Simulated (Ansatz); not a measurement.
## Fe (Fmmm): the volume from the results

The reference geometry is a structure from the Materials Project; nothing is relaxed.

Settings: r²SCAN, 14×14×14 k mesh, Fermi–Dirac smearing of 0.1 eV. PAW means Ansatz 0.2.0 on its default frozen-core files. Site moments are integrated in spheres about the atoms.

The run was typed so:

```yaml
crystal:
  lattice:
    - [0.0, 1.9417396906, 1.9651051623]
    - [1.4984397099, 0.0, 1.9651051623]
    - [1.4984397099, 1.9417396906, 0.0]
  atoms:
    - { symbol: Fe, position: [0.0, 0.0, 0.0], spin: 3.0 }
magnetization:
  spin_polarized: true
kpoints:
  mp_grid: { grid: [14, 14, 14] }
scf:
  occupations: { method: fermi_dirac, width: 0.1 }
  lower_state_search: "off"
hamiltonian:
  xc: r2scan
  pseudopotentials: { kind: paw }
output:
  forces: true
  stress: true
  eigenvalues: true
  populations: true
```

Command: `ansatz run input.yaml --threads 1 --pin off --max-ram 3072MiB --backend cpu --events-out ev --progress --plain --runs-dir out`

The cell is scaled evenly, and every run starts from the same moments. Some of the runs:

| V/V₀ | cell moment (μB) | largest site moment (μB) | F − F(V₀) (meV/atom) |
| --- | --- | --- | --- |
| 0.8 | 2.13 | 2.21 | 456 |
| 0.95 | 2.53 | 2.66 | 37 |
| 1.05 | 2.69 | 2.84 | -3 |

Another run of the series gave cell moment (μB) = 1.93, largest site moment (μB) = 1.98, F − F(V₀) (meV/atom) = 1034. At which V/V₀ was it made?
A. 0.85
B. 0.72
C. 1.1
D. 1.18
E. 0.9

B. V/V₀ = 0.72.

Another run of the series gave cell moment (μB) = 2.77, largest site moment (μB) = 2.92, F − F(V₀) (meV/atom) = 16. At which V/V₀ was it made?
A. 0.9
B. 0.72
C. 0.85
D. 1.18
E. 1.1

E. V/V₀ = 1.1.

The whole series:

```csv
V/V₀,cell moment (μB),largest site moment (μB),F − F(V₀) (meV/atom)
0.72,1.93,1.98,1034
0.8,2.13,2.21,456
0.85,2.22,2.31,249
0.9,2.39,2.49,119
0.95,2.53,2.66,37
1,2.59,2.73,0
1.05,2.69,2.84,-3
1.1,2.77,2.92,16
1.18,2.82,2.99,89
```

The PAW files were made with PBE; the program remakes their cores once for the run's functional and then keeps them frozen. Under strong compression frozen cores are worth checking against an all-electron run. The Ansatz runs typed with the search for lower states off end where their start leads. r²SCAN is known to give itinerant transition metals moments and polarisation energies that are too large. These are results for the start and cell typed. The real compound can order otherwise, in a larger cell, or not at all, since semilocal functionals at zero temperature often overstate magnetism.
